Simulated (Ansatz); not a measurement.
Question: Each is relaxed and computed with r²SCAN (plane waves, PAW; program Ansatz). Which is the only metal?
A) Ba3In2O5F2, I4/mmm (Pearson symbol tI24)
B) YbSi2Au2, I4/mmm (Au on 4d, Yb on 2a, Si on 4e)
C) SiO2, rutile
D) Cu2SiSe3, Cc (Pearson symbol mS24)

Answer: B, YbSi2Au2, I4/mmm (Au on 4d, Yb on 2a, Si on 4e). YbSi2Au2: metal; Cu2SiSe3: gap 0.68 eV (direct); SiO2: gap 6.51 eV (direct); Ba3In2O5F2: gap 2.42 eV (indirect). The 4f shell is in the valence, and the state reached may lie above the lowest one. Not the usual ambient phase: SiO2, rutile. Standing as an ambient phase not checked: YbSi2Au2, I4/mmm (Au on 4d, Yb on 2a, Si on 4e); Cu2SiSe3, Cc (Pearson symbol mS24); Ba3In2O5F2, I4/mmm (Pearson symbol tI24). Began spin-polarised and lost the moments: YbSi2Au2, I4/mmm (Au on 4d, Yb on 2a, Si on 4e). Perhaps ordered models of mixed-site phases: Cu2SiSe3, Cc (Pearson symbol mS24). All cells were relaxed under the symmetry of their starts (and spin orders); stability against distortions was not tested throughout. Rows with no word on spin ran without spin polarisation. No Hubbard U is applied. Spin–orbit coupling is left out wherever it is not named.

Potentials: the later of the program's two PAW sets.
